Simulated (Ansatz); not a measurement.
Question: Each is relaxed and computed with r²SCAN in the plane-wave PAW code Ansatz. Which is the only metal?
(A) Lu3SnC, anti-perovskite
(B) SiC, wurtzite
(C) KLuS2, R-3m (Lu on 3b, K on 3a, S on 6c)
(D) Ca3BiP, anti-perovskite

Answer: A, Lu3SnC, anti-perovskite. Lu3SnC: metal; SiC: gap 2.65 eV (indirect); KLuS2: gap 2.70 eV (indirect); Ca3BiP: gap 0.64 eV (direct). Standing as an ambient phase not checked: Lu3SnC, anti-perovskite; KLuS2, R-3m (Lu on 3b, K on 3a, S on 6c); Ca3BiP, anti-perovskite. All cells were relaxed under the symmetry of their starts (and spin orders); stability against distortions was not tested throughout. Scalar-relativistic: spin–orbit coupling is off unless named, which matters more the heavier the elements.

Potentials: the later of the program's two PAW sets.
